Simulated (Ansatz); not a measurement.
# Phonons of MnAs (P6_3/mmc)

```
Mn As
1.0
     3.57076    0.00000    0.00000
    -1.78538    3.09237    0.00000
     0.00000    0.00000    5.33629
Mn As
2 2
Direct
  0.00000 0.00000 0.00000
  0.00000 0.00000 0.50000
  0.33333 0.66667 0.25000
  0.66667 0.33333 0.75000
```

Starting moments along z (μB): Mn1 +2.4, Mn2 +2.4, As3 +0, As4 +0.

Level of theory, where no other is named: PBEsol, all-electron LAPW in Ansatz 0.2.0, scalar-relativistic, spin-polarised. k mesh 10×10×6, Fermi-Dirac smearing of 0.100 eV, basis error target 1 meV/atom. The cell was relaxed by PAW under this functional, which moved its volume by -13 % from the database entry's.

Atoms are displaced by 0.01 Å in the primitive cell, which gives the zone-centre modes alone. Negative values stand for unstable modes.

Question: Is the structure dynamically stable at these wave vectors?

Answer: Yes, no mode is unstable there; wave vectors off this mesh aren't tested.

Question: How do the optical zone-centre modes decompose, and which are active?

Answer: Point group 6/mmm: Γ_opt = B1g + E2g + E2u + A2u + B2u + E1u.

```
label   cm⁻¹  activity      mostly
  B1g  184.2    silent  As (100 %)
  E2g  195.6     Raman  As (100 %)
  E2u  206.8    silent  Mn (100 %)
  A2u  223.3        IR   Mn (58 %)
  B2u  264.9    silent  Mn (100 %)
  E1u  268.8        IR   Mn (58 %)
```

In a metal the activity is that of symmetry alone; free carriers screen the infrared modes.

Question: How well do frozen-core PAW files reproduce these all-electron values?

Answer: With a cutoff of 420 eV and displacements of 0.0025 Å, the r.m.s. difference over the modes is 0.1 cm⁻¹; the largest difference is 206.9 (PAW) against 206.8 cm⁻¹ (LAPW).

Question: The cell is scaled evenly to 58.040 and 59.808 Å³ (from 58.924), with free atoms relaxed and the shape held, so these aren't the values under hydrostatic pressure. What are the mode Grüneisen parameters γ = −d ln ω/d ln V?

Answer: For the highest mode, 275.1 cm⁻¹ in the small cell and 262.8 in the large one give γ ≈ 1.52. From the change of the dynamical matrix on each mode:

| point | cm⁻¹ | γ |
| --- | --- | --- |
| Gamma | 184.2 | 1.81 |
| Gamma | 195.6 | 1.55 |
| Gamma | 206.8 | 1.79 |
| Gamma | 223.3 | 1.28 |
| Gamma | 264.9 | 2.16 |
| Gamma | 268.8 | 1.52 |

Limits of these numbers: a lower magnetic state may exist; responses of metals move with mesh and smearing; the magnetic cell shrank by over 10 per cent from the database entry, so these values may belong to a collapsed low-moment state; zone-boundary modes aren't tested; the frozen-core PAW files of the compared runs were fitted under PBE, their cores solved anew for this functional.
